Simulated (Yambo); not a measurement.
A G0W0@PBEsol run in Yambo for BP (wurtzite, space group P6_3mc, No. 186) (6×6×4 Γ-centred k mesh, 84 bands and a 8 Ry block in the screening, 84 bands in G with the Bruneval-Gonze terminator, plasmon pole fitted at 27.2 eV) gives these matrix elements, in eV, at the band edges (Γ → K):

| state | E0 | <Vxc> | <Σx> | <Σc(E0)> | Z |
|---|---|---|---|---|---|
| valence edge | 0.000 | -13.348 | -15.001 | 0.966 | 0.797 |
| conduction edge | 0.833 | -10.272 | -6.062 | -3.899 | 0.816 |

Task: Solve the linearised quasiparticle equation for both states, give the gap, and say how exchange and correlation each act on it.

Result: E = E0 + Z(Σx + Σc − Vxc). Valence: 0.000 + 0.797 × (-15.001 + (0.966) − (-13.348)) = -0.55 eV. Conduction: 0.833 + 0.816 × (-6.062 + (-3.899) − (-10.272)) = 1.09 eV. The gap is 1.63 eV, against 0.83 eV in PBEsol. Replacing Vxc by bare exchange alone would open it by 5.86 eV; correlation takes back 4.87 eV of that, and Z scales what is left. Nearest settings tried, and what they do to the gap: 1 Ry block (9 vectors against 147): -254 meV; 3×3×2 mesh: -23 meV. Not varied: bands in G, bands in W. So the settings aren't converged at that level. 

Geometry relaxed with PBEsol; primitive cell a = b = 3.1799 Å, c = 5.2741 Å, α = β = 90.00°, γ = 120.00°.

This is not the ordinary phase of the substance; no match was found in the copy of COD used, and its stability was not checked.
